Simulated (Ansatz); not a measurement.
**Frozen-phonon scan for In2Ge2O7 (space group C2/m)**

In2Ge2O7 (space group C2/m)

```
CELL_PARAMETERS angstrom
      3.29422    -4.38064     0.00000
      3.29422     4.38064     0.00000
     -1.01498     0.00000     4.80942
ATOMIC_POSITIONS crystal
  In 0.30636 0.69364 0.00000
  In 0.69364 0.30636 0.00000
  Ge 0.76204 0.76204 0.59308
  Ge 0.23796 0.23796 0.40692
  O  0.40849 0.07374 0.21293
  O  0.59151 0.92626 0.78707
  O  0.92626 0.59151 0.78707
  O  0.07374 0.40849 0.21293
  O  0.00000 0.00000 0.50000
  O  0.41397 0.41397 0.72729
  O  0.58603 0.58603 0.27271
```

The atoms are displaced by Q × the pattern below (from a DFPT mode at Γ, largest move 1; Q in Å), at fixed cell.

| atom | x | y | z |
|---|---|---|---|
| In1 | 0.016 | 0.000 | -0.056 |
| In2 | 0.016 | 0.000 | -0.056 |
| Ge3 | -0.130 | 0.000 | 0.050 |
| Ge4 | -0.130 | 0.000 | 0.050 |
| O5 | -0.028 | 0.093 | -0.039 |
| O6 | -0.028 | 0.093 | -0.039 |
| O7 | -0.028 | -0.093 | -0.039 |
| O8 | -0.028 | -0.093 | -0.039 |
| O9 | 0.176 | 0.000 | 0.984 |
| O10 | 0.444 | 0.000 | -0.243 |
| O11 | 0.444 | 0.000 | -0.243 |

Calculation: LDA (plane waves to 420 eV, PAW, scalar-relativistic; Ansatz, a first-principles code). k mesh 5×5×6 (Γ-centred), fixed occupations. Compression counts positive. ΔP is the change of the Berry-phase polarisation from Q = 0 along (-0.99, 0.00, -0.16), followed continuously along the path (the polarisation itself is defined only modulo the quanta m·e·R/Ω, the smallest being 57 μC/cm² here with m = 1); the crystal is taken as insulating throughout (fixed occupations). In2Ge2O7 was relaxed with its symmetry unable to fall. ΔE is measured from the undisplaced structure.

```tsv
Q (Å)	ΔE (meV/cell)	P (GPa)	ΔP (μC/cm²)	−dE/dQ from forces (eV/Å)
-0.440	41.2	-1.94	-11.9	0.544
-0.367	11.5	-1.40	-9.9	0.281
-0.293	-2.0	-0.92	-7.9	0.103
-0.220	-5.4	-0.53	-5.9	0.002
-0.147	-3.8	-0.24	-3.9	-0.037
-0.073	-1.2	-0.06	-2.0	-0.030
0.000	0.0	0.00	0.0	0.000
0.073	-1.2	-0.06	2.0	0.030
0.147	-3.8	-0.24	3.9	0.037
0.220	-5.4	-0.53	5.9	-0.002
0.293	-2.0	-0.92	7.9	-0.103
0.367	11.5	-1.40	9.9	-0.281
0.440	41.2	-1.94	11.9	-0.544
```

Summary:

- Energy at Q = 0.440 Å = 41.2 meV/cell
- Space group of the distorted cell = Cm (No. 8), lowered from C2/m
- Symmetry of the curve = even: the same for both signs
- Shape of the curve = a double well: the undisplaced structure is a maximum between two minima
- Position of the deepest minimum (fit) = 0.22 Å from zero
- Depth of the well (fit) = 5.4 meV/cell, cell held fixed
- Polarisation at the well's bottom, from the undistorted cell = 6 μC/cm² (Berry phase, along the path, cell held)
- Harmonic wavenumber from the curvature (finite differences) = 66i cm⁻¹
- Wavenumber by perturbation theory (DFPT, on another k mesh) = 66i cm⁻¹

(For displaced atoms, the force is minus the slope of the energy, and its curvature is a force constant, which sets phonon frequencies.)
